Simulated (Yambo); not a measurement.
Yambo run on SiO$_{2}$ (α-quartz, space group P3_221, No. 154). The wavefunctions are LDA (Quantum ESPRESSO, PseudoDojo norm-conserving, 84 Ry, no spin-orbit coupling) ones on a 3×3×4 mesh (24 occupied bands); a = b = 4.917 Å, c = 5.432 Å, α = β = 90.00°, γ = 120.00°.

Yambo input:

```
rim_cut
gw0
dyson
el_el_corr
HF_and_locXC
cohsex
em1s
RandQpts= 1000000
RandGvec= 1 Ry
EXXRLvcs= 84 Ry
VXCRLvcs= 336 Ry
Chimod= "HARTREE"
% BndsRnXs
 1 | 213 |
%
NGsBlkXs= 8 Ry
% LongDrXs
 1.0 | 1.0 | 1.0 |
%
ExtendOut
% QPkrange
 1 | 1 | 24 | 25 |
 7 | 7 | 24 | 24 |
%
```

k points by index: 1 = Γ, 7 = K.

Resulting energies as the program prints them:

```
#    K-point    Band    Eo [eV]    E [eV]    E-Eo [eV]    Vxc [eV]    Vnlxc [eV]    Sc|Eo [eV]    Re(Z)    Im(Z)
#
    1    24    -0.312768    -4.253517    -3.940749    -19.26856    -25.25722    2.047908    1.000000    0.000000
    1    25    5.757090    6.388336    0.631245    -11.38252    -6.600751    -4.150526    1.000000    0.000000
    7    24    0.000000    -3.885863    -3.885863    -19.82021    -25.79596    2.089886    1.000000    0.000000
```
(The two width columns are left out.) Convergence of these settings isn't established.

Geometry of the Materials Project entry, not relaxed at this level.
